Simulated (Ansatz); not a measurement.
Ti3AlC2 in space group P6_3/mmc (No. 194; Ti on 4f, Ti on 2a, Al on 2b, C on 4f) at seven volumes, r²SCAN (plane waves, PAW; program Ansatz), shape and atoms relaxed at each. One row is withheld.

| V (Å³/atom) | P (GPa) |
|---|---|
| 11.529 | ? |
| 11.909 | 11.79 |
| 12.289 | 5.43 |
| 12.669 | 0.00 |
| 13.049 | -4.63 |
| 13.429 | -8.55 |
| 13.809 | -11.84 |

### Question
Fit the shown pressures and predict the withheld one.

### Answer
Third-order Birch–Murnaghan: P = (3/2)B₀(x^(7/2) − x^(5/2))[1 + (3/4)(B′ − 4)(x − 1)] with x = (V₀/V)^(2/3). Least squares on the six rows gives V₀ = 12.668 Å³/atom, B₀ = 166.4 GPa, B′ = 4.44. At V = 11.529, x = 1.0648 and P = 19.34 GPa. The run itself gave 19.25 GPa.

The workflow started from a Materials Project entry (that database holds measured and hypothetical structures alike); the Crystallography Open Database files this formula in space group No. 194, but the cells were not matched. Whether it is the stable phase at ambient conditions was not checked. The cell was relaxed with r²SCAN under the symmetry of its start; whether a distortion lowers the energy is not shown. No spin polarisation was allowed.

Potentials: the earlier of the program's two PAW sets. The files were generated under PBE; for other functionals the program regenerates the frozen cores, and for LDA and PBEsol the local potential too.
